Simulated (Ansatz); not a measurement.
As:
```cif
data_As
_chemical_formula_sum 'As1'
_space_group_name_H-M_alt 'P 1'
_space_group_IT_number 1
_cell_length_a 2.70253
_cell_length_b 2.70253
_cell_length_c 2.70253
_cell_angle_alpha 90.000
_cell_angle_beta 90.000
_cell_angle_gamma 90.000
loop_
_space_group_symop_operation_xyz
  'x, y, z'
loop_
_atom_site_label
_atom_site_type_symbol
_atom_site_fract_x
_atom_site_fract_y
_atom_site_fract_z
_atom_site_occupancy
As1 As 0.50000 0.50000 0.50000 1
```

Relaxed with r²SCAN.

Question: Tabulate the valence density and the electron localisation function along the shortest As–As contact (2.70 Å), r²SCAN in the plane-wave PAW code Ansatz.

Answer: 

| distance from As (Å) | density (e/Å³) | ELF |
|---|---|---|
| 0.27 | 20.10 | 0.20 |
| 0.41 | 10.70 | 0.28 |
| 0.54 | 4.70 | 0.45 |
| 0.68 | 1.93 | 0.59 |
| 0.81 | 0.92 | 0.65 |
| 0.95 | 0.59 | 0.66 |
| 1.08 | 0.46 | 0.65 |
| 1.22 | 0.39 | 0.64 |
| 1.35 | 0.36 | 0.63 |
| 1.49 | 0.39 | 0.64 |
| 1.62 | 0.46 | 0.65 |
| 1.76 | 0.59 | 0.66 |
| 1.89 | 0.92 | 0.65 |
| 2.03 | 1.93 | 0.59 |
| 2.16 | 4.70 | 0.45 |
| 2.30 | 10.70 | 0.28 |
| 2.43 | 20.10 | 0.20 |

The density is the valence pseudo-density with augmentation charge, so density and ELF within about 1 Å of a nucleus are not all-electron values.

Space group Pm-3m. The first step of the workflow began from a Materials Project structure, measured or hypothetical; the Crystallography Open Database copy checked does not list it. It is not the phase usual at ambient conditions (space group No. 166). The r²SCAN relaxation kept the symmetry of its start; its stability against distortions is not shown here.

Potentials: the later of the program's two PAW sets.
